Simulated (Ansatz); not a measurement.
Harmonic vibrational thermodynamics of WC in space group P-6m2 (No. 187; W on 1a, C on 1f) at fixed volume, plane-wave PAW LDA (Ansatz code). The rows extrapolate the 0 K crystal and know nothing of melting or changes of phase.

| T (K) | F_vib (meV/atom) | S (J/K per mol of atoms) | C_V (J/K per mol of atoms) |
|---|---|---|---|
| 50 | … | … | 1.5 |
| 100 | 79.7 | 3.0 | 6.4 |
| 200 | … | 9.6 | … |
| 300 | 60.0 | … | … |
| 400 | 40.9 | 21.0 | 19.9 |
| 600 | -12.0 | 29.6 | 22.4 |
| 800 | -80.6 | 36.2 | 23.4 |
| 1000 | -161.4 | 41.5 | 24.0 |

Problem. Some entries are withheld; supply them.

Solution. 
- 50, S (J/K per mol of atoms): 0.4
- 50, F_vib (meV/atom): 80.5
- 200, C_V (J/K per mol of atoms): 12.9
- 200, F_vib (meV/atom): 73.1
- 300, S (J/K per mol of atoms): 15.7
- 300, C_V (J/K per mol of atoms): 17.2

Symmetry was held in the LDA relaxation; phonons on a q-mesh show no instability. No spin polarisation was allowed. Spin–orbit coupling is left out wherever it is not named.

Potentials: the later of the program's two PAW sets.
